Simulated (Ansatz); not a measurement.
AlN (wurtzite)

```
AlN
1.0
    6.26060     0.00000     0.00000
   -1.56515     2.71092     0.00000
    0.00000     0.00000     5.01801
Al N
4 4
Direct
  0.33333   0.33333   0.00337
  0.83333   0.33333   0.00337
  0.16667   0.66667   0.50337
  0.66667   0.66667   0.50337
  0.33333   0.33333   0.62183
  0.83333   0.33333   0.62183
  0.16667   0.66667   0.12183
  0.66667   0.66667   0.12183
```

The atoms are displaced by Q × the pattern below (from a DFPT mode at M = (0.5, 0.0, 0.0), largest move 1; Q in Å), at fixed cell. (q is in reciprocal vectors of the primitive cell; the cell shown is doubled to hold the pattern.)

```json
[
 {"atom": "Al1", "x": "0.852", "y": "0.492", "z": "0.182"},
 {"atom": "Al2", "x": "-0.852", "y": "-0.492", "z": "-0.182"},
 {"atom": "Al3", "x": "-0.852", "y": "-0.492", "z": "0.182"},
 {"atom": "Al4", "x": "0.852", "y": "0.492", "z": "-0.182"},
 {"atom": "N5", "x": "0.520", "y": "0.300", "z": "-0.535"},
 {"atom": "N6", "x": "-0.520", "y": "-0.300", "z": "0.535"},
 {"atom": "N7", "x": "-0.520", "y": "-0.300", "z": "-0.535"},
 {"atom": "N8", "x": "0.520", "y": "0.300", "z": "0.535"}
]
```

These are PBE (plane waves to 420 eV, PAW, scalar-relativistic; Ansatz, an electronic-structure program) values and carry that method's errors. k mesh 6×12×7 (Γ-centred), Fermi-Dirac smearing 0.05 eV. E stands for the smeared free energy. AlN was relaxed with its symmetry unable to fall. ΔE is measured from the undisplaced structure.

### Question
Predict the ΔE (meV/cell) at Q (Å) = -0.280, -0.233, -0.140, 0.093, 0.140, 0.280.

### Answer
```tsv
Q (Å)	ΔE (meV/cell)
-0.280	4800
-0.233	3376
-0.140	1240
0.093	555
0.140	1240
0.280	4800
```

(For displaced atoms, the force is minus the slope of the energy, and its curvature is a force constant, which sets phonon frequencies.)
